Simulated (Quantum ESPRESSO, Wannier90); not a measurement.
# Wannierisation of TiTe$_{2}$ (P-3m1)

```
begin unit_cell_cart
ang
    3.8242099959    0.0000000000    0.0000000000
   -1.9121049980    3.3118630059    0.0000000000
    0.0000000000    0.0000000000    6.7182500000
end unit_cell_cart
begin atoms_frac
Ti   0.0000000000  0.0000000000  0.0000000000
Te  -0.3333333333  0.3333333333 -0.2501700000
Te   0.3333333333 -0.3333333333  0.2501700000
end atoms_frac
```

Cell from Materials Project (mp-1907), symmetrised, no further relaxation. COD (Crystallography Open Database) has an entry of this formula and space group (matched by these alone). Method: LDA plane waves in Quantum ESPRESSO 7.5 (PseudoDojo norm-conserving files, 68 Ry, no spin polarisation, no spin-orbit coupling), Bloch states on a 12×12×4 mesh through Γ, Wannier90 4.0.1. Density: 12×12×6 mesh, cold smearing 0.01 Ry. The cell is built of weakly bound layers, chains or molecules, whose nearest atoms lie 4.02 Å apart. Database cells relaxed without dispersion often hold them too far apart, which can enlarge gaps and weakens couplings between them; spacing and stacking were not compared with the measured crystal. Spin-orbit coupling is left out although heavy elements are present.

Bands 26-27 form an isolated set from 1.92 to 3.39 eV relative to the Fermi level (on the path) and are turned into 2 Wannier functions by minimising the spread from the start: SCDM (isolated).

### Question
Where do the functions sit, how wide are they and what are they made of?

### Answer
```tsv
functions	spread (Å²)	nearest atom, distance (Å)	second atom, distance (Å)	weight on atomic waves
2	9.28	Ti 0.00	Te 2.77	Ti 3d 54 %, Te 5p 38 %
```

Ω_I = 18.42 Å², Ω_total = 18.56 Å²; the interpolated bands follow pw.x to 3.5 meV rms on the path. Only this start was tried; a symmetric start can stop on a saddle, and mixtures of these functions could lower the total by at most Ω_total − Ω_I.
